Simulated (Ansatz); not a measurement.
Values for one crystal, relaxed and computed with the program Ansatz at the PBE level (PAW); other levels are named.

| Property | Result |
|---|---|
| Volume per atom | 12.63 Å³ |
| Band gap | 2.78 eV (indirect) |
| Electron effective mass, band 2 of 2 at the edge | 0.36 along [100], 0.45 along [110], 0.62 along [111] (mₑ) |
| Pressure derivative B′ | 4.3 |
| Conduction-band minimum | at Γ |
| Smallest direct gap on the standard path | 3.09 eV |
| Hole effective mass | 0.33, 2.0, 2.0 mₑ (principal values) |

### Question
Which of these materials gives this?
A. La2S3O12, R-3c (La on 12c, S on 18e, O on 36f, O on 36f)
B. Al2O3, corundum
C. ZnO, Pm-3n (Zn on 6c, O on 6d)
D. CaO, CsCl type

### Answer
D, CaO, CsCl type

Space group Pm-3m (CsCl type). This is a known high-pressure phase of the composition, computed here at zero pressure and temperature. Symmetry was held in the PBE relaxation; whether a distortion lowers the energy is not shown.

Potentials: the earlier of the program's two PAW sets.
